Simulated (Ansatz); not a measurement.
Input, command and steps of an Ansatz relaxation.

```yaml
crystal:
  lattice:
    - [3.2887733646, 0.0, 0.0]
    - [-1.6443866823, 2.8481612811, 0.0]
    - [0.0, 0.0, 10.3664461162]
  atoms:
    - { symbol: Ga, position: [0.3333333333, 0.6666666667, 0.0] }
    - { symbol: Ga, position: [0.6666666667, 0.3333333333, 0.5] }
    - { symbol: Ga, position: [0.0, 0.0, 0.25] }
    - { symbol: Ga, position: [0.0, 0.0, 0.75] }
    - { symbol: F, position: [0.3333333333, 0.6666666667, 0.375] }
    - { symbol: F, position: [0.6666666667, 0.3333333333, 0.875] }
basis:
  ecutwfc: 420
kpoints:
  mp_grid: { grid: [6, 6, 2] }
hamiltonian:
  xc: pbe
scf:
  occupations: { method: gaussian, width: 0.1 }
  lower_state_search: "off"
output:
  forces: true
  stress: true
  eigenvalues: true
relax:
  adjacent_minimum: "off"
  f_tol: 0.04
  max_steps: 70
  cell: { stress_tol: 0.4 }
```

```bash
ansatz run input.yaml --threads 1 --pin off --max-ram 2560MiB --backend cpu --events-out ev --progress --plain --runs-dir out
```

All numbers below come from DFT PBE, scalar-relativistic, plane waves, PAW (Ansatz 0.2.0).

Of 24 frames 10 are shown, positions in Å and forces in eV/Å; the SCF threshold varies from step to step. Steps run on the plane waves of an earlier cell, with a Pulay correction in the pressure. The basis is chosen afresh for the last frame, the zero of the energies, and at times for earlier ones too; energy and pressure step there, also at an unchanged geometry. Here that happened at steps 17 (-23 meV/atom, 1.8 GPa), 22 (-3 meV/atom, 0.2 GPa); the frames before carry an error of that size. The mark taken_back stands on steps that the optimiser undid.

```xyz
6
Lattice="3.2888 0.0000 0.0000 -1.6444 2.8482 0.0000 0.0000 0.0000 10.3664" Properties=species:S:1:pos:R:3:forces:R:3 pbc="T T T" step=1 free_energy_over_end_meV_per_atom=388.11 pressure_GPa=12.74
Ga    0.0000    1.8988    0.0000    0.0000    0.0000    2.1870
Ga    1.6444    0.9494    5.1832    0.0000    0.0000    2.1870
Ga    0.0000    0.0000    2.5916    0.0000    0.0000   -2.3034
Ga    0.0000    0.0000    7.7748    0.0000    0.0000   -2.3034
F     0.0000    1.8988    3.8874    0.0000    0.0000    0.1164
F     1.6444    0.9494    9.0706    0.0000    0.0000    0.1164
6
Lattice="3.2113 0.0000 0.0000 -1.6056 2.7810 0.0000 0.0000 0.0000 11.4872" Properties=species:S:1:pos:R:3:forces:R:3 pbc="T T T" step=4 free_energy_over_end_meV_per_atom=96.43 pressure_GPa=-0.92
Ga    0.0000    1.8540    0.3083    0.0000    0.0000   -0.3240
Ga    1.6056    0.9270    6.0519    0.0000    0.0000   -0.3240
Ga    0.0000    0.0000    2.5522    0.0000    0.0000    0.2721
Ga    0.0000    0.0000    8.2958    0.0000    0.0000    0.2721
F     0.0000    1.8540    4.3190    0.0000    0.0000    0.0518
F     1.6056    0.9270   10.0626    0.0000    0.0000    0.0518
6
Lattice="2.9637 0.0000 0.0000 -1.4819 2.5667 0.0000 0.0000 0.0000 12.3984" Properties=species:S:1:pos:R:3:forces:R:3 pbc="T T T" step=6 free_energy_over_end_meV_per_atom=47.51 pressure_GPa=-1.65
Ga    0.0000    1.7111    0.2888    0.0000    0.0000   -0.0436
Ga    1.4819    0.8556    6.4880    0.0000    0.0000   -0.0436
Ga    0.0000    0.0000    2.7807    0.0000    0.0000   -0.0105
Ga    0.0000    0.0000    8.9799    0.0000    0.0000   -0.0105
F     0.0000    1.7111    4.6795    0.0000    0.0000    0.0539
F     1.4819    0.8556   10.8787    0.0000    0.0000    0.0539
6
Lattice="2.9944 0.0000 0.0000 -1.4972 2.5933 0.0000 0.0000 0.0000 12.1391" Properties=species:S:1:pos:R:3:forces:R:3 pbc="T T T" step=9 free_energy_over_end_meV_per_atom=41.71 pressure_GPa=-0.20
Ga    0.0000    1.7288    0.2704    0.0000    0.0000    0.0118
Ga    1.4972    0.8644    6.3400    0.0000    0.0000    0.0118
Ga    0.0000    0.0000    2.7154    0.0000    0.0000   -0.0686
Ga    0.0000    0.0000    8.7849    0.0000    0.0000   -0.0686
F     0.0000    1.7288    4.6012    0.0000    0.0000    0.0584
F     1.4972    0.8644   10.6707    0.0000    0.0000    0.0584
6
Lattice="2.9838 0.0000 0.0000 -1.4919 2.5841 0.0000 0.0000 0.0000 12.1515" Properties=species:S:1:pos:R:3:forces:R:3 pbc="T T T" step=11 free_energy_over_end_meV_per_atom=40.88 pressure_GPa=0.00
Ga    0.0000    1.7227    0.2687    0.0000    0.0000   -0.0293
Ga    1.4919    0.8614    6.3444    0.0000    0.0000   -0.0293
Ga    0.0000    0.0000    2.7050    0.0000    0.0000   -0.0394
Ga    0.0000    0.0000    8.7808    0.0000    0.0000   -0.0394
F     0.0000    1.7227    4.6210    0.0000    0.0000    0.0687
F     1.4919    0.8614   10.6967    0.0000    0.0000    0.0687
6
Lattice="2.9860 0.0000 0.0000 -1.4930 2.5859 0.0000 0.0000 0.0000 12.2311" Properties=species:S:1:pos:R:3:forces:R:3 pbc="T T T" step=14 free_energy_over_end_meV_per_atom=36.25 pressure_GPa=-0.05
Ga    0.0000    1.7239    0.2320    0.0000    0.0000   -0.0655
Ga    1.4930    0.8620    6.3476    0.0000    0.0000   -0.0655
Ga    0.0000    0.0000    2.6366    0.0000    0.0000   -0.0047
Ga    0.0000    0.0000    8.7521    0.0000    0.0000   -0.0047
F     0.0000    1.7239    4.7759    0.0000    0.0000    0.0704
F     1.4930    0.8620   10.8915    0.0000    0.0000    0.0704
6
Lattice="2.9904 0.0000 0.0000 -1.4952 2.5898 0.0000 0.0000 0.0000 12.2850" Properties=species:S:1:pos:R:3:forces:R:3 pbc="T T T" step=16 free_energy_over_end_meV_per_atom=35.67 pressure_GPa=-0.07
Ga    0.0000    1.7265    0.2191    0.0000    0.0000   -0.0136
Ga    1.4952    0.8633    6.3616    0.0000    0.0000   -0.0136
Ga    0.0000    0.0000    2.6099    0.0000    0.0000    0.0113
Ga    0.0000    0.0000    8.7523    0.0000    0.0000    0.0113
F     0.0000    1.7265    4.8492    0.0000    0.0000    0.0023
F     1.4952    0.8633   10.9916    0.0000    0.0000    0.0023
6
Lattice="2.9575 0.0000 0.0000 -1.4787 2.5613 0.0000 0.0000 0.0000 12.9225" Properties=species:S:1:pos:R:3:forces:R:3 pbc="T T T" step=19 free_energy_over_end_meV_per_atom=8.43 pressure_GPa=2.07 taken_back
Ga    0.0000    1.7075    0.1859    0.0000    0.0000    0.5200
Ga    1.4787    0.8538    6.6471    0.0000    0.0000    0.5200
Ga    0.0000    0.0000    2.6384    0.0000    0.0000   -0.1602
Ga    0.0000    0.0000    9.0996    0.0000    0.0000   -0.1602
F     0.0000    1.7075    5.2523    0.0000    0.0000   -0.3597
F     1.4787    0.8538   11.7136    0.0000    0.0000   -0.3597
6
Lattice="2.9862 0.0000 0.0000 -1.4931 2.5861 0.0000 0.0000 0.0000 12.9277" Properties=species:S:1:pos:R:3:forces:R:3 pbc="T T T" step=21 free_energy_over_end_meV_per_atom=2.93 pressure_GPa=0.03
Ga    0.0000    1.7241    0.2132    0.0000    0.0000   -0.0083
Ga    1.4931    0.8620    6.6771    0.0000    0.0000   -0.0083
Ga    0.0000    0.0000    2.6416    0.0000    0.0000   -0.0019
Ga    0.0000    0.0000    9.1054    0.0000    0.0000   -0.0019
F     0.0000    1.7241    5.2250    0.0000    0.0000    0.0105
F     1.4931    0.8620   11.6889    0.0000    0.0000    0.0105
6
Lattice="2.9884 0.0000 0.0000 -1.4942 2.5880 0.0000 0.0000 0.0000 13.0674" Properties=species:S:1:pos:R:3:forces:R:3 pbc="T T T" step=24 free_energy_over_end_meV_per_atom=0.00 pressure_GPa=0.10
Ga    0.0000    1.7254    0.2149    0.0000    0.0000   -0.0183
Ga    1.4942    0.8627    6.7486    0.0000    0.0000   -0.0183
Ga    0.0000    0.0000    2.6426    0.0000    0.0000    0.0070
Ga    0.0000    0.0000    9.1763    0.0000    0.0000    0.0070
F     0.0000    1.7254    5.3097    0.0000    0.0000    0.0112
F     1.4942    0.8627   11.8434    0.0000    0.0000    0.0112
```

The start puts this composition into another compound's structure type, which needn't suit it. At the end the space group is P6_3mc (tolerance 0.05 Å).

Time: 4.2 min on 1 thread of Arm Neoverse N1, with other jobs on the host, peak memory 0.36 GiB.

The k mesh is coarse. Spin polarisation was left out, and a magnetic state may lie lower.